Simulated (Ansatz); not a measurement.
AlP (zinc blende)

```yaml
crystal:
  lattice:
    - [0.00000, 2.75367, 2.75367]
    - [2.75367, 0.00000, 2.75367]
    - [2.75367, 2.75367, 0.00000]
  atoms:
    - { symbol: P, position: [0.25000, 0.25000, 0.25000] }
    - { symbol: Al, position: [0.00000, 0.00000, 0.00000] }
```

The slice is a {110} plane (indices of the conventional cell) through the point (0.250, 0.250, 0.250) (fractional), spanned by u = [100] and v = [1 -1 -1] in vectors of this cell: u (3.89 Å) and v (5.51 Å, at 90° to u). It covers one period; positions are fractions (u, v).

Method: PBE (plane waves to 420 eV, PAW, scalar-relativistic; Ansatz, a quantum-chemistry and plane-wave program). k mesh 10×10×10. Near the nuclei the fields are pseudised (PAW); where an atom keeps semicore shells as valence, they peak there. AlP was relaxed with its symmetry unable to fall. The PAW data are Ansatz's earlier set.

Task: Around which element is the density of the highest valence band (whole band, smooth part) largest on this plane?

Result: P. Mean over a disc round each atom, of radius 0.45 times the shortest bond: P 0.138, Al 0.034 e/Å³.

Task: What is the ELF at the midpoint of the shortest P–Al line in this plane (2.38 Å)?

Result: 0.9.

Task: The ELF has a maximum in the middle third of the P–Al line. Where, and how high?

Result: 0.94, 1.2 Å from P.

Task: Sketch the density of the highest valence band (whole band, smooth part) on this plane as a map.

Result: 
```
|1122556666553322111100111122335566665522|
|5555666655442211110000001111224455666655|
|7777776644332211000000000011223344667777|
|7777664433221100000000000000112233446677|
|5555443322110000000000000000001122334455|
|3333332211110000000000000000001111223333|
|2222111111000000000000000000000011111122|
|1111110000000000000000000000000000001111|
|0000000000000000000000000000000000000000|
|0000000000000000000000000000000000000000|
|0000000000000000000000000000000000000000|
|0000000000000000000000000000000000000000|
|0000000000000000000000000000000000000000|
|0000000000000000111111111100000000000000|
|0000000000000011111111111111000000000000|
|0000000000000011111111111111000000000000|
|0000000000000011111111111111000000000000|
|0000000000000000000000000000000000000000|
|0000000011110000000000000000001111000000|
|1111111111111100000000000000111111111111|
|2222222222221100000000000000112222222222|
|3333333333333311000000000011333333333333|
|5555555555444422110000001122444455555555|
|7777777777665533221100112233556677777777|
|7788999988775544221111112244557788999988|
|5566889999775544222211222244557799998866|
|1133669988775533221111112233557788996633|
|0011557777664422111111111122446677775511|
```
Scale: ten equal steps from 0.000 (start of '0') to 0.213 (end of '9'), in the order '0123456789'. Values: density of the highest valence band (whole band, smooth part) in e/Å³. The map has 20 points along u (two characters each, u = 0 at the left) and 28 along v (v = 0 in the bottom row).
